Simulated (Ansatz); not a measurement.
TaAs:
```xyz
4
Lattice="-1.7315 1.7315 5.8683 1.7315 -1.7315 5.8683 1.7315 1.7315 -5.8683" Properties=species:S:1:pos:R:3 pbc="T T T"
Ta     0.0000     1.7315     2.9362
Ta     0.0000     0.0000     0.0020
As     1.7315     0.0000     3.9016
As     0.0000     0.0000     6.8358
```

Relaxed with PBE. Special points in fractions of this cell's reciprocal vectors: Γ (0.000, 0.000, 0.000); X (0.000, 0.000, 0.500); P (0.250, 0.250, 0.250); N (0.000, 0.500, 0.000); M (0.500, 0.500, -0.500); S (0.272, 0.728, -0.272); S0 (-0.272, 0.272, 0.272); R (-0.044, 0.044, 0.500); G (0.500, 0.500, -0.044).

Question: List the band energies nearest the Fermi level at these points for plane-wave PAW PBE (Ansatz code).

Answer: In eV from the Fermi level; about four levels below and three above (degenerate sets whole), none deeper than 8.9 eV; points with the same levels are listed once.

```
k                    below                above
-  -----------------------  -------------------
Γ  -2.32 -1.91 -1.65 -1.65       0.87 1.54 2.31
X  -3.18 -3.18 -1.14 -1.14  2.74 2.74 3.01 3.01
P  -3.19 -3.19 -1.13 -1.13  2.75 2.75 3.01 3.01
N  -2.45 -2.30 -1.54 -0.27       0.12 1.35 2.21
M  -2.76 -2.76 -0.98 -0.98  1.19 1.19 2.27 2.27
S  -2.43 -2.41 -1.73 -0.11       0.08 1.69 2.09
R  -3.15 -3.15 -1.16 -1.16  2.59 2.59 2.92 2.92
```

Space group I4_1md. The PBE relaxation kept the symmetry of its start. No spin polarisation was allowed. A small band overlap can be real or an error of a semilocal functional. The Fermi level of a semimetal is unsure by some 0.05 eV on such meshes. Scalar-relativistic: spin–orbit coupling is off unless named, which matters more the heavier the elements.

Potentials: the earlier of the program's two PAW sets.
